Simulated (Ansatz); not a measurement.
Tl: 20 steps of 2.0 fs from 300 K

The calculation used Ansatz 0.2.0, DFT, PBEsol, all-electron LAPW, scalar-relativistic.

Command: `ansatz run input.yaml --threads 2 --pin off --max-ram 4096MiB --backend cpu --events-out ev --progress --plain --runs-dir out` The run took 15 min on 2 threads of Arm Neoverse V1 (shared host), peak memory 0.73 GiB.

```yaml
crystal:
  lattice:
    - [6.912, 0.0, 0.0]
    - [-1.728, 2.9929837955, 0.0]
    - [0.0, 0.0, 5.525]
  atoms:
    - { symbol: Tl, position: [0.1666666666, 0.6666666667, 0.25] }
    - { symbol: Tl, position: [0.6666666666, 0.6666666667, 0.25] }
    - { symbol: Tl, position: [0.3333333334, 0.3333333333, 0.75] }
    - { symbol: Tl, position: [0.8333333334, 0.3333333333, 0.75] }
kpoints:
  mp_grid: { grid: [3, 6, 4] }
scf:
  occupations: { method: fermi_dirac, width: 0.08 }
hamiltonian:
  xc: pbesol
  pseudopotentials: { kind: all_electron, lapw: { basis_error: 0.001 } }
output:
  forces: true
  stress: true
md:
  timestep: 2.0
  n_steps: 20
  ensemble: nvt_langevin
  temperature: 300
  initial_velocities: maxwell_boltzmann
  seed: 868320
```

No spin–orbit coupling, which matters for the heavy atoms here.

The geometry is COD entry 9008519, unchecked; take it as a test cell.

Each frame lists Cartesian positions (Å) and forces (eV/Å). Free energies count from the first step, -2202511.0950 eV.

Step 0 (t = 0.0 fs): E = 0.0 meV, T = 225 K

```
Tl    0.0000    1.9953    1.3813     0.000   0.000   0.000
Tl    3.4560    1.9953    1.3813     0.000   0.000   0.000
Tl    1.7280    0.9977    4.1437     0.000   0.000   0.000
Tl    5.1840    0.9977    4.1437     0.000   0.000   0.000
```

Step 1 (t = 2.0 fs): E = 0.0 meV, T = 237 K

```
Tl   -0.0004    1.9935    1.3803     0.002   0.006   0.004
Tl    3.4563    1.9986    1.3802    -0.002  -0.006   0.006
Tl    1.7277    1.0001    4.1433    -0.001  -0.005  -0.003
Tl    5.1848    0.9937    4.1461     0.001   0.006  -0.008
```

Step 2 (t = 4.0 fs): E = +0.2 meV, T = 271 K

```
Tl   -0.0008    1.9917    1.3795     0.005   0.013   0.007
Tl    3.4569    2.0022    1.3792    -0.005  -0.013   0.013
Tl    1.7278    1.0023    4.1427    -0.002  -0.011  -0.005
Tl    5.1858    0.9896    4.1489     0.001   0.011  -0.016
```

Step 3 (t = 6.0 fs): E = +0.5 meV, T = 317 K

```
Tl   -0.0014    1.9897    1.3787     0.009   0.019   0.010
Tl    3.4574    2.0061    1.3787    -0.008  -0.021   0.019
Tl    1.7283    1.0045    4.1415    -0.002  -0.016  -0.005
Tl    5.1871    0.9852    4.1519     0.002   0.017  -0.023
```

Step 4 (t = 8.0 fs): E = +0.8 meV, T = 287 K

```
Tl   -0.0022    1.9879    1.3779     0.012   0.026   0.010
Tl    3.4577    2.0103    1.3788    -0.011  -0.028   0.022
Tl    1.7289    1.0067    4.1397    -0.003  -0.022  -0.004
Tl    5.1887    0.9808    4.1543     0.002   0.023  -0.029
```

Step 5 (t = 10.0 fs): E = +1.2 meV, T = 284 K

```
Tl   -0.0029    1.9866    1.3764     0.015   0.033   0.012
Tl    3.4577    2.0147    1.3797    -0.014  -0.035   0.022
Tl    1.7300    1.0090    4.1380    -0.005  -0.028  -0.003
Tl    5.1901    0.9768    4.1559     0.004   0.030  -0.031
```

Step 6 (t = 12.0 fs): E = +1.7 meV, T = 302 K

```
Tl   -0.0037    1.9853    1.3742     0.018   0.039   0.014
Tl    3.4575    2.0186    1.3810    -0.015  -0.041   0.021
Tl    1.7314    1.0117    4.1364    -0.009  -0.034  -0.002
Tl    5.1911    0.9724    4.1568     0.006   0.037  -0.032
```

Step 7 (t = 14.0 fs): E = +2.2 meV, T = 340 K

```
Tl   -0.0047    1.9844    1.3718     0.019   0.044   0.017
Tl    3.4571    2.0224    1.3825    -0.016  -0.048   0.019
Tl    1.7328    1.0148    4.1350    -0.014  -0.042  -0.003
Tl    5.1916    0.9676    4.1576     0.011   0.045  -0.033
```

Step 8 (t = 16.0 fs): E = +3.0 meV, T = 484 K

```
Tl   -0.0057    1.9837    1.3697     0.022   0.051   0.019
Tl    3.4568    2.0273    1.3847    -0.018  -0.055   0.017
Tl    1.7340    1.0184    4.1337    -0.020  -0.051  -0.002
Tl    5.1913    0.9625    4.1591     0.016   0.054  -0.034
```

Step 9 (t = 18.0 fs): E = +4.1 meV, T = 561 K

```
Tl   -0.0069    1.9830    1.3677     0.024   0.058   0.021
Tl    3.4564    2.0330    1.3873    -0.019  -0.063   0.014
Tl    1.7345    1.0226    4.1320    -0.026  -0.060  -0.001
Tl    5.1908    0.9570    4.1613     0.021   0.065  -0.035
```

Step 10 (t = 20.0 fs): E = +5.3 meV, T = 435 K

```
Tl   -0.0080    1.9820    1.3655     0.027   0.066   0.024
Tl    3.4561    2.0384    1.3896    -0.021  -0.071   0.013
Tl    1.7348    1.0266    4.1305    -0.031  -0.069   0.000
Tl    5.1903    0.9514    4.1635     0.025   0.074  -0.037
```

Step 11 (t = 22.0 fs): E = +6.6 meV, T = 467 K

```
Tl   -0.0086    1.9802    1.3631     0.031   0.073   0.027
Tl    3.4561    2.0437    1.3917    -0.024  -0.079   0.012
Tl    1.7352    1.0298    4.1289    -0.035  -0.078   0.000
Tl    5.1903    0.9460    4.1655     0.028   0.083  -0.039
```

Step 12 (t = 24.0 fs):

```
Tl   -0.0093    1.9780    1.3608
Tl    3.4563    2.0491    1.3936
Tl    1.7357    1.0327    4.1270
Tl    5.1904    0.9407    4.1674
```

Step 13 (t = 26.0 fs): E = +9.8 meV, T = 433 K

```
Tl   -0.0107    1.9757    1.3584     0.041   0.090   0.032
Tl    3.4566    2.0546    1.3947    -0.031  -0.098   0.012
Tl    1.7363    1.0353    4.1253    -0.044  -0.094   0.001
Tl    5.1899    0.9357    4.1695     0.034   0.101  -0.045
```

Step 14 (t = 28.0 fs): E = +11.6 meV, T = 379 K

```
Tl   -0.0129    1.9732    1.3564     0.048   0.100   0.034
Tl    3.4571    2.0601    1.3952    -0.037  -0.107   0.014
Tl    1.7363    1.0378    4.1232    -0.048  -0.101   0.001
Tl    5.1889    0.9315    4.1714     0.037   0.109  -0.050
```

Step 15 (t = 30.0 fs): E = +13.3 meV, T = 327 K

```
Tl   -0.0154    1.9708    1.3545     0.056   0.109   0.035
Tl    3.4574    2.0653    1.3955    -0.044  -0.117   0.016
Tl    1.7360    1.0400    4.1206    -0.050  -0.107   0.003
Tl    5.1878    0.9283    4.1731     0.038   0.115  -0.054
```

Step 16 (t = 32.0 fs): E = +15.1 meV, T = 384 K

```
Tl   -0.0181    1.9687    1.3525     0.065   0.117   0.036
Tl    3.4578    2.0705    1.3959    -0.051  -0.126   0.017
Tl    1.7358    1.0423    4.1179    -0.053  -0.112   0.004
Tl    5.1867    0.9254    4.1746     0.039   0.121  -0.058
```

Step 17 (t = 34.0 fs): E = +17.3 meV, T = 343 K

```
Tl   -0.0208    1.9669    1.3504     0.073   0.126   0.039
Tl    3.4578    2.0760    1.3957    -0.057  -0.135   0.020
Tl    1.7359    1.0444    4.1157    -0.057  -0.118   0.004
Tl    5.1854    0.9222    4.1762     0.042   0.127  -0.063
```

Step 18 (t = 36.0 fs): E = +19.5 meV, T = 376 K

```
Tl   -0.0230    1.9647    1.3479     0.080   0.135   0.043
Tl    3.4574    2.0814    1.3946    -0.063  -0.144   0.026
Tl    1.7358    1.0464    4.1138    -0.061  -0.124   0.002
Tl    5.1843    0.9187    4.1780     0.043   0.134  -0.071
```

Step 19 (t = 38.0 fs): E = +21.9 meV, T = 412 K

```
Tl   -0.0251    1.9622    1.3456     0.087   0.143   0.046
Tl    3.4571    2.0865    1.3937    -0.068  -0.154   0.033
Tl    1.7352    1.0487    4.1114    -0.064  -0.131   0.002
Tl    5.1830    0.9148    4.1803     0.045   0.142  -0.080
```

Step 20 (t = 40.0 fs): E = +24.5 meV, T = 424 K

```
Tl   -0.0271    1.9596    1.3433     0.093   0.152   0.047
Tl    3.4570    2.0911    1.3932    -0.073  -0.164   0.037
Tl    1.7340    1.0514    4.1084    -0.067  -0.138   0.002
Tl    5.1816    0.9104    4.1822     0.047   0.149  -0.087
```

**Question.** Give the energy and forces of step 12.

**Answer.** E = +8.1 meV, T = 437 K
```
Tl   -0.0093    1.9780    1.3608     0.035   0.082   0.029
Tl    3.4563    2.0491    1.3936    -0.027  -0.088   0.011
Tl    1.7357    1.0327    4.1270    -0.039  -0.086   0.001
Tl    5.1904    0.9407    4.1674     0.031   0.092  -0.041
```

**Question.** What is the mean temperature over the last 11 frames?

**Answer.** 402 K; so short a run of so small a cell isn't equilibrated.
